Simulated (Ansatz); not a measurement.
Nb (bcc)

Method: PBEsol, scalar-relativistic; no spin polarisation; PAW, 420 eV, Γ-centred 18×18×18 mesh, 0.05 eV Gaussian smearing; code Ansatz; PAW files: Ansatz's generated set soft_2.

```
CELL_PARAMETERS angstrom
-1.63595 1.63595 1.63595
1.63595 -1.63595 1.63595
1.63595 1.63595 -1.63595
ATOMIC_POSITIONS crystal
Nb 0.00000 0.00000 0.00000
```

Cell and atoms are those of this level's equilibrium.

```
Space group : Im-3m (No. 229)
Volume      : 17.51 Å³/atom
```

Problem. Estimate the band gap at this level of theory (PBEsol).

Solution. zero (metallic).

The calculation's cell holds 13 valence electrons, an odd number. Without magnetic order each band takes two, so one stays part-filled and the crystal must be a metal. (Only strong correlation, outside this picture, could make a Mott insulator of it.)

**The experiment.** The Crystallography Open Database holds a cell as deposited of cubic Nb (space group Im-3m), temperature not stated (1975): a = 3.306 Å, 18.07 Å³/atom.

**Comparison.** The computed cell (3.272 Å, 17.51 Å³/atom) differs from the database's by −3.1 % in volume, about −1.0 % in length. That is a large miss for PBEsol, or the entry is off.
